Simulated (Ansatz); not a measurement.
A generated cell, not matched to a known phase here, of NaH: I4₁/amd, origin choice 1 (No. 141), tI8; a = b = 3.2116 Å, c = 13.0205 Å, α = β = γ = 90.00°; H 4a (0.000, 0.000, 0.000); Na 4b (0.000, 0.000, 0.500). These are r2SCAN (plane waves to 500 eV, PAW, scalar-relativistic; Ansatz, a quantum-chemistry and plane-wave program) values and carry that method's errors. Element references, the lowest calculated here: Na (P6₃/mmc, not the ambient form), H (Pa-3, a generated molecular cell); gases are represented by their molecular solids.

Total energies (eV/atom, σ → 0; comparable only within this code, potentials and settings):

```json
[
 {"phase": "NaH (I4₁/amd)", "E (eV/atom)": "-752.427"},
 {"phase": "Na (P6₃/mmc)", "E (eV/atom)": "-1488.615"},
 {"phase": "H (Pa-3)", "E (eV/atom)": "-15.945"}
]
```

Q: What is the formation energy of this I4₁/amd form of NaH from the elements?

A: E_f = -752.427 − [1 × (-1488.615) + 1 × (-15.945)] / 2 = -0.15 eV/atom (-0.3 eV per formula unit).

A lower structure of this composition may exist.

Static energies, no anion corrections, no zero-point energy. Values are rounded to 0.01 eV/atom. Not shown to be the ambient phase of their composition (a lower form may be missing, and a cell relaxed within its start's symmetry can be a saddle point): NaH (I4₁/amd). The compounds carry no spin polarisation.
